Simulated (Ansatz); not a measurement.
ScAs:
```cif
data_As4Sc4
_chemical_formula_sum 'As4 Sc4'
_space_group_name_H-M_alt 'Fm-3m'
_space_group_IT_number 225
_space_group_name_Hall '-F 4 2 3'
_cell_length_a 5.41068
_cell_length_b 5.41068
_cell_length_c 5.41068
_cell_angle_alpha 90.000
_cell_angle_beta 90.000
_cell_angle_gamma 90.000
loop_
_atom_site_label
_atom_site_type_symbol
_atom_site_symmetry_multiplicity
_atom_site_Wyckoff_symbol
_atom_site_fract_x
_atom_site_fract_y
_atom_site_fract_z
_atom_site_occupancy
As1 As 4 b 0.50000 0.50000 0.50000 1
Sc1 Sc 4 a 0.00000 0.00000 0.00000 1
```
(The calculation used a cell of 2 atoms; values per cell refer to that cell.)

Relaxed with PBEsol.

Problem. Which orbitals make up the states near the Fermi level in plane-wave PAW PBEsol (Ansatz code)?

Solution. Within 0.5 eV of the Fermi level: Sc 3d 57 %, As 4p 39 %. Projections are on Löwdin-orthogonalised atomic valence shells; empty p or d shells of many metals are not among them.

Problem. Tabulate the density of states.

Solution. States/eV per cell of 2 atoms, in 0.25 eV bins, energy from the Fermi level.

| E (eV) | total | Sc 3d | As 4p | Sc 4s |
|---|---|---|---|---|
| -7.85 | 0.00 | 0.00 | 0.00 | 0.00 |
| -7.60 | 0.00 | 0.00 | 0.00 | 0.00 |
| -7.35 | 0.00 | 0.00 | 0.00 | 0.00 |
| -7.10 | 0.00 | 0.00 | 0.00 | 0.00 |
| -6.85 | 0.00 | 0.00 | 0.00 | 0.00 |
| -6.60 | 0.00 | 0.00 | 0.00 | 0.00 |
| -6.35 | 0.00 | 0.00 | 0.00 | 0.00 |
| -6.10 | 0.00 | 0.00 | 0.00 | 0.00 |
| -5.85 | 0.00 | 0.00 | 0.00 | 0.00 |
| -5.60 | 0.00 | 0.00 | 0.00 | 0.00 |
| -5.35 | 0.00 | 0.00 | 0.00 | 0.00 |
| -5.10 | 0.00 | 0.00 | 0.00 | 0.00 |
| -4.85 | 0.13 | 0.03 | 0.08 | 0.02 |
| -4.60 | 0.38 | 0.07 | 0.24 | 0.06 |
| -4.35 | 0.59 | 0.11 | 0.37 | 0.08 |
| -4.10 | 0.90 | 0.17 | 0.58 | 0.11 |
| -3.85 | 1.57 | 0.29 | 1.05 | 0.17 |
| -3.60 | 2.31 | 0.31 | 1.74 | 0.15 |
| -3.35 | 0.74 | 0.14 | 0.51 | 0.05 |
| -3.10 | 0.64 | 0.13 | 0.44 | 0.03 |
| -2.85 | 1.13 | 0.25 | 0.80 | 0.02 |
| -2.60 | 1.31 | 0.34 | 0.89 | 0.02 |
| -2.35 | 1.43 | 0.42 | 0.93 | 0.02 |
| -2.10 | 1.71 | 0.56 | 1.07 | 0.03 |
| -1.85 | 3.89 | 1.49 | 2.32 | 0.03 |
| -1.60 | 2.50 | 0.91 | 1.53 | 0.01 |
| -1.35 | 1.71 | 0.58 | 1.09 | 0.01 |
| -1.10 | 1.28 | 0.39 | 0.85 | 0.00 |
| -0.85 | 0.78 | 0.26 | 0.51 | 0.00 |
| -0.60 | 0.43 | 0.16 | 0.25 | 0.00 |
| -0.35 | 0.30 | 0.13 | 0.16 | 0.00 |
| -0.10 | 0.27 | 0.14 | 0.11 | 0.00 |
| 0.15 | 0.29 | 0.18 | 0.09 | 0.00 |
| 0.40 | 0.35 | 0.24 | 0.09 | 0.00 |
| 0.65 | 0.46 | 0.35 | 0.09 | 0.00 |
| 0.90 | 0.64 | 0.51 | 0.09 | 0.01 |
| 1.15 | 0.94 | 0.79 | 0.10 | 0.01 |
| 1.40 | 1.15 | 0.98 | 0.11 | 0.01 |
| 1.65 | 1.46 | 1.26 | 0.11 | 0.02 |
| 1.90 | 1.87 | 1.63 | 0.13 | 0.03 |
| 2.15 | 2.51 | 2.21 | 0.16 | 0.05 |
| 2.40 | 3.20 | 2.84 | 0.18 | 0.05 |
| 2.65 | 4.33 | 3.91 | 0.22 | 0.07 |
| 2.90 | 4.86 | 3.96 | 0.42 | 0.31 |
| 3.15 | 4.67 | 3.95 | 0.45 | 0.16 |
| 3.40 | 1.90 | 1.34 | 0.38 | 0.07 |
| 3.65 | 1.94 | 1.26 | 0.31 | 0.15 |
| 3.90 | 1.62 | 1.02 | 0.31 | 0.09 |
| 4.15 | 1.60 | 0.98 | 0.33 | 0.06 |
| 4.40 | 1.71 | 0.93 | 0.37 | 0.04 |
| 4.65 | 1.36 | 0.67 | 0.33 | 0.03 |
| 4.90 | 1.03 | 0.47 | 0.27 | 0.06 |

The workflow started from an entry of the Crystallography Open Database (COD). Whether it is the stable phase at ambient conditions was not checked. The cell was relaxed with PBEsol under the symmetry of its start; whether a distortion lowers the energy is not shown. No spin polarisation was allowed. Spin–orbit coupling is left out wherever it is not named.

Potentials: the later of the program's two PAW sets.
